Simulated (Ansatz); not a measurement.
Phases of Sn at 98 GPa

Structure types of Sn are relaxed in primitive cells with their symmetry kept at 98 GPa, on PAW files; LAPW relaxes the small cells further and takes the PAW cell for the others (marked *). The enthalpy is E + pV at zero temperature, without zero-point motion. Only the types listed were tried, and differences under about 5 meV/atom are mesh noise. Not among the end structures: fcc, which may lie lower.

Level of theory: DFT with PBEsol, scalar-relativistic, in Ansatz 0.2.0; Fermi–Dirac smearing of 0.1 eV, no spin polarisation. LAPW: all electrons, basis error target 0.5 meV/atom; PAW: frozen-core files, cutoff 420 eV.

k meshes: bcc 17×17×17, hcp 15×15×8, diamond 12×12×12, dhcp 12×12×4, beta tin 16×16×16.

Spin–orbit coupling is left out, which matters for the heavy atoms. The PAW files were made under PBE.

Question: Which type is lowest in enthalpy, and by how much?

Answer: bcc, 4 meV/atom below hcp, which is within the noise of the k meshes. The whole table:

```tsv
start type	ends as	a, b, c (Å)	V (Å³/atom)	H − H(lowest), LAPW (meV/atom)	same, PAW
bcc	bcc, Im-3m	3.154, 3.154, 3.154	15.69	0.0	0.0
hcp	hcp, P6_3/mmc	2.813, 2.813, 4.575	15.68	3.6	3.1
diamond	diamond, Fd-3m	5.378, 5.378, 5.378	19.44	3086.8	3087.0
dhcp*	dhcp, P6_3/mmc	2.812, 2.812, 9.194	15.74	59.5	59.0
beta tin	beta tin, I4_1/amd	4.929, 4.929, 2.659	16.15	309.4	308.8
```
